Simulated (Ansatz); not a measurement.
Al$_{2}$Cu (Al2Cu type, space group I4/mcm)

Space group I4/mcm (No. 140); a = b = 6.059 Å, c = 4.874 Å, α = β = γ = 90.00°

```csv
atom,site,symmetry,x,y,z
Al,8h,m.2m,0.1583,0.3417,0.0000
Cu,4a,422,0.0000,0.0000,0.2500
```
(The calculation used a cell of 6 atoms; values per cell refer to that cell.)

Two coordinates are scanned: the volume, and the ratio of the stretch along z (the conventional c axis) to the stretch across it. Atoms keep their fractional coordinates.

The numbers are results of PBE (plane waves to 420 eV, PAW, scalar-relativistic; Ansatz, an electronic-structure program), not measurements. k mesh 12×12×12 (Γ-centred), Fermi-Dirac smearing 0.05 eV. The energy includes the smearing's −TS. As the atoms are clamped, bonds stretch with the cell, which overstates energies and stresses. With partly filled bands, the response to shear is sensitive to the k mesh, so small differences along c/a are uncertain. Al2Cu is run without spin polarisation. Al2Cu was relaxed with its symmetry unable to fall. The PAW data are Ansatz's earlier set. ΔE is measured from the relaxed starting cell.

Question: What ΔE (meV/atom) does the calculation give at all points of the grid V/V₀ = 0.920, 0.960, 1.000, 1.040, 1.080 by (c/a)/(c/a)₀ = 0.920, 0.960, 1.000, 1.040, 1.080?

Answer: ΔE (meV/atom), with V/V₀ across and (c/a)/(c/a)₀ down:

```
(c/a)/(c/a)₀ \ V/V₀  0.920  0.960  1.000  1.040  1.080
-------------------  -----  -----  -----  -----  -----
0.920                   70     40     30     34     51
0.960                   42     15      6     13     32
1.000                   35      8      0      7     26
1.040                   42     14      6     12     30
1.080                   59     30     20     25     43
```

(A scan under strain: stresses follow from slopes of the energy per volume, elastic moduli from its curvatures.)
